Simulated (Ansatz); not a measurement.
The relaxed structure here is a generated cell of YGe2: the first start was made by placing the elements on the sites of a structure type, and the end was not matched to a known phase here, so it may be hypothetical.

The end point of a relaxation of YGe$_{2}$. Method: r2SCAN (plane waves to 500 eV, PAW, scalar-relativistic; Ansatz, a quantum-chemistry and plane-wave program).

```
CELL_PARAMETERS angstrom
     -1.77596     1.77596     4.99003
      1.77596    -1.77596     4.99003
      1.77596     1.77596    -4.99003
ATOMIC_POSITIONS crystal
  Y  0.00000 0.00000 0.00000
  Ge 0.30253 0.30253 0.00000
  Ge 0.69747 0.69747 0.00000
```

### Question
Determine the symmetry and give the standard cell with its independent sites.

### Answer
Space group I4/mmm (No. 139); a = b = 3.552 Å, c = 9.980 Å, α = β = γ = 90.00°

| atom | site | symmetry | x | y | z |
|---|---|---|---|---|---|
| Y | 2a | 4/mmm | 0.0000 | 0.0000 | 0.0000 |
| Ge | 4e | 4mm | 0.0000 | 0.0000 | 0.3025 |

### Question
Give the shortest distances between elements (the closest pairs, up to four, under 3.6 Å).

### Answer
Ge–Ge 2.72 Å; Ge–Y 3.02 Å; Y–Y 3.55 Å.

| Item | Result |
|---|---|
| Volume per atom | 20.98 Å³ |
| Band gap | no gap (metallic) |

No spin polarisation in the result. The relaxed primitive cell holds an odd number of electrons. A magnetic state may lie lower.

The run could not lose the symmetry of its start, so the end can be a saddle point.
